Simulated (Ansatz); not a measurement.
YAlSi:
```yaml
crystal:
  lattice:
    - [1.99470, -5.16713, 0.00000]
    - [1.99470, 5.16713, 0.00000]
    - [0.00000, 0.00000, 5.70426]
  atoms:
    - { symbol: Y, position: [0.69463, 0.30537, 0.75000] }
    - { symbol: Y, position: [0.30537, 0.69463, 0.25000] }
    - { symbol: Si, position: [0.40130, 0.59870, 0.75000] }
    - { symbol: Si, position: [0.59870, 0.40130, 0.25000] }
    - { symbol: Al, position: [0.00000, 0.00000, 0.50000] }
    - { symbol: Al, position: [0.00000, 0.00000, 0.00000] }
```

Relaxed with r²SCAN.

Tabulate the valence density and the electron localisation function along the shortest Y–Al contact (3.17 Å), r²SCAN (plane waves, PAW; program Ansatz).



```tsv
distance from Y (Å)	density (e/Å³)	ELF
0.32	3.68	0.69
0.48	3.39	0.83
0.63	2.43	0.86
0.79	1.40	0.81
0.95	0.69	0.60
1.11	0.33	0.25
1.27	0.19	0.10
1.43	0.14	0.10
1.59	0.14	0.22
1.74	0.15	0.39
1.90	0.17	0.51
2.06	0.19	0.57
2.22	0.20	0.53
2.38	0.18	0.37
2.54	0.13	0.12
2.70	0.09	0.02
2.85	0.06	0.03
```

The density is the valence pseudo-density with augmentation charge, so density and ELF within about 1 Å of a nucleus are not all-electron values.

Space group Cmcm. The workflow started from an entry of the Crystallography Open Database (COD). Whether it is the stable phase at ambient conditions was not checked. The r²SCAN relaxation kept the symmetry of its start; its stability against distortions is not shown here. No spin polarisation was allowed.

Potentials: the later of the program's two PAW sets.
